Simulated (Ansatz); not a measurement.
# Calculated with Ansatz: NiPtF₆, settings compared

Run with:

```bash
ansatz run input.yaml --threads 1 --pin off --max-ram 2560MiB --backend cpu --events-out ev --progress --plain --runs-dir out
```

Input:

```yaml
crystal:
  lattice:
    - [2.45204073, 1.41568795, 4.53602666]
    - [-2.45204073, 1.41568795, 4.53602666]
    - [0.0, -2.83137591, 4.53602666]
  atoms:
    - { symbol: Ni, position: [0.5, 0.5, 0.5], spin: 1.7 }
    - { symbol: F, position: [0.242, 0.627, 0.882] }
    - { symbol: F, position: [0.882, 0.242, 0.627] }
    - { symbol: F, position: [0.627, 0.882, 0.242] }
    - { symbol: F, position: [0.758, 0.373, 0.118] }
    - { symbol: F, position: [0.118, 0.758, 0.373] }
    - { symbol: F, position: [0.373, 0.118, 0.758] }
    - { symbol: Pt, position: [0.0, 0.0, 0.0] }
kpoints:
  mp_grid: { grid: [5, 5, 5], shift: [0, 0, 0] }
magnetization:
  spin_polarized: true
scf:
  occupations: { method: fermi_dirac }
hamiltonian:
  pseudopotentials: { kind: paw }
  xc: r2scan
basis:
  ecutwfc: 500
output:
  forces: true
  stress: true
  eigenvalues: true
```

Origin of the cell: a database entry, scaled a little.

The smearing width isn't typed, so it takes its default of 0.1 eV.

Output of this run (shortened):

```
SCF iter   1: F=—  HF=-23241.210146 eV  Δρ=2.34e-1  dr2=8.89e1  dr2_τ=1.29e-1  dr2_m=4.04e0  M=0.780 μB ∫|m|=0.785 μB  defer=2
SCF iter   2: F=—  HF=-23237.291118 eV  Δρ=6.54e-2  dr2=8.90e0  dr2_τ=1.58e-1  dr2_m=7.35e-1  M=1.948 μB ∫|m|=1.969 μB  defer=139  κ⁻¹=1.0e0(r=1)
SCF iter   3: F=—  HF=-23236.549677 eV  Δρ=4.61e-2  dr2=2.48e0  dr2_τ=3.41e-2  dr2_m=9.52e-1  M=1.995 μB ∫|m|=2.051 μB  defer=140  κ⁻¹=1.4e-2(r=2)
SCF iter   4: F=—  HF=-23236.675496 eV  Δρ=2.02e-2  dr2=3.31e-1  dr2_τ=7.45e-3  dr2_m=2.96e-2  M=2.000 μB ∫|m|=2.104 μB  defer=125  κ⁻¹=6.4e-3(r=3)
SCF iter   5: F=—  HF=-23237.109295 eV  Δρ=1.34e-2  dr2=1.65e-1  dr2_τ=1.39e-3  dr2_m=9.39e-3  M=2.000 μB ∫|m|=2.098 μB  defer=82  κ⁻¹=8.7e-4(r=4)
[… 8 lines left out …]
SCF iter  14: F=—  HF=-23237.511901 eV  Δρ=2.95e-5  dr2=9.88e-7  dr2_τ=1.57e-8  dr2_m=1.11e-8  M=2.000 μB ∫|m|=2.080 μB  defer=75  κ⁻¹=3.4e-6(r=8)
SCF iter  15: F=—  HF=-23237.511904 eV  Δρ=1.85e-5  dr2=3.86e-7  dr2_τ=2.96e-9  dr2_m=9.18e-9  M=2.000 μB ∫|m|=2.080 μB  defer=75  κ⁻¹=1.9e-6(r=8)
SCF iter  16: F=—  HF=-23237.511904 eV  Δρ=1.14e-5  dr2=1.09e-7  dr2_τ=1.18e-9  dr2_m=3.62e-9  M=2.000 μB ∫|m|=2.080 μB  defer=75  κ⁻¹=6.4e-7(r=8)
SCF iter  17: F=—  HF=-23237.511904 eV  Δρ=8.55e-6  dr2=6.11e-8  dr2_τ=5.95e-10  dr2_m=1.64e-9  M=2.000 μB ∫|m|=2.080 μB  κ⁻¹=8.4e-6(r=8)
SCF iter  18: F=-23237.511904 eV  HF=-23237.511904 eV  Δρ=4.09e-6  dr2=6.93e-9  dr2_τ=1.93e-10  dr2_m=2.15e-10  M=2.000 μB ∫|m|=2.080 μB
SCF 1 converged in 18 iterations: F = -23237.511904 eV  dr2 = 6.93e-9
this state was not tested for a lower state beside it, because the mixer in use, unlike msr1, does not test its closes by its own steps (another_mixer; see scf.mixing.algorithm and scf.lower_state_search)
SCF converged after 18 iterations
Magnetization: 2.0000 μB (40.0000 up, 38.0000 down)
Absolute magnetization: 2.0801 μB (∫|ρ↑−ρ↓|, with the PAW one-centre terms)
Spin contamination: 0.0066 ħ² per cell (⟨S²⟩ above its minimum at these occupations)
Per-site moments (μB) at R_I (Å): [(1.686423, 0.803356), (0.032368, 0.779601), (0.032368, 0.779601), (0.032368, 0.779601), (0.032368, 0.779601), (0.032368, 0.779601), (0.032368, 0.779601), (0.039703, 0.779601)]
Free energy (F): -23237.511904 eV
Harris-Foulkes:  -23237.511904 eV  (|F-HF|=4.69e-8)
Internal energy: -23237.511896 eV  (E = F + TS)
E sigma→0 (E₀):  -23237.511900 eV
Entropy (-TS):   -0.000008 eV (-0.001 meV/atom)
Fermi energy:    7.012809 eV
--- Per-component energies (eV) ---
  E_band       = -1182.283888
  E_kinetic    = 2155.955764
  E_local      = -11120.348469  (includes V_loc(G=0)·N_el)
  E_nonlocal   = 1290.796466
  E_hartree    = 4413.836798
  E_xc         = -797.631833
  E_vxc        = -1138.439120  (∫ρ·V_xc dr)
  E_paw        = -12345.413916  (= ΣΔE_a)
  E_vpaw       = -1276.342995  (= ΣTr[D̂ρ^β])
  E_aug_tail   = 0.006941  (compensation charges beyond the density's cutoff)
  E_vtau       = 78.412320  (kinetic-family band-sum trace: ∫τ·v_τ [+ j·A + Jᵃ·Aᵃ] dr)
  E_ewald      = -6833.993735
  E_core_change = -0.719912  (= ΣΔE_core)
[… 7 lines left out …]
  atom   4  F     -0.775616    -0.872734    -0.641495
  atom   5  F     -1.143618     0.235336     0.641495
  atom   6  F      0.368002    -1.108071     0.641495
  atom   7  F      0.775616     0.872734     0.641495
  atom   8  Pt     0.000000     0.000000     0.000000
  max |Σ_I F_I| component: 1.11e-16 eV/Å
--- Stress (GPa, compression-positive) ---
       12.513921       0.000751       0.000000
       -0.000751      12.513921       0.000000
       -0.000000       0.000000      11.790414
  P = ⅓ Tr σ = 12.2728 GPa (122.728 kbar)
```

The same input was run again with these changes:

1. `hamiltonian.xc` r2scan → pbesol; `basis.ecutwfc` 500 → "33.1 Ry"
2. `scf.eigensolver.kind` default → davidson; `basis.precision` default → f64; `basis.ecutwfc` 500 → "350 eV"
3. `hamiltonian.hubbard` default → { sites: [{ species: Pt, l: d, u_eff: 3.0 }], double_counting: fll }
4. `accuracy` default → high; `scf.occupations.method` fermi_dirac → tetrahedron_uncorrected

```json
{"run": "base", "end": "converged", "SCF iterations": "18", "P (GPa)": "12.27", "max force component (eV/Å)": "1.144", "moment (μB)": "2.00", "ΔE(σ→0) (meV/atom)": "0"}
{"run": "1", "end": "converged", "SCF iterations": "13", "P (GPa)": "11.65", "max force component (eV/Å)": "1.198", "moment (μB)": "2.00", "ΔE(σ→0) (meV/atom)": "–"}
{"run": "2", "end": "converged", "SCF iterations": "18", "P (GPa)": "12.10", "max force component (eV/Å)": "1.105", "moment (μB)": "2.00", "ΔE(σ→0) (meV/atom)": "78.05"}
{"run": "3", "end": "converged", "SCF iterations": "19", "P (GPa)": "12.42", "max force component (eV/Å)": "1.176", "moment (μB)": "2.00", "ΔE(σ→0) (meV/atom)": "–"}
{"run": "4", "end": "converged", "SCF iterations": "27", "P (GPa)": "12.27", "max force component (eV/Å)": "1.144", "moment (μB)": "2.00", "ΔE(σ→0) (meV/atom)": "0.00"}
```

Energies are compared only where functional, datasets, charge and starting cell are the same.

Not properties of the system: run 2 (too coarse or loose: `basis.ecutwfc` = "350 eV").

Caveats of the base run: no spin-orbit coupling, though heavy elements are present; one start, so the magnetic state may not be the lowest.

Run 2: the cutoff lies below the datasets' advice.

Time of the base run: 43 s on 1 thread of Intel(R) Xeon(R) Platinum 8488C (Sapphire Rapids) (shared host), peak memory 0.86 GiB, from the program's own first density.
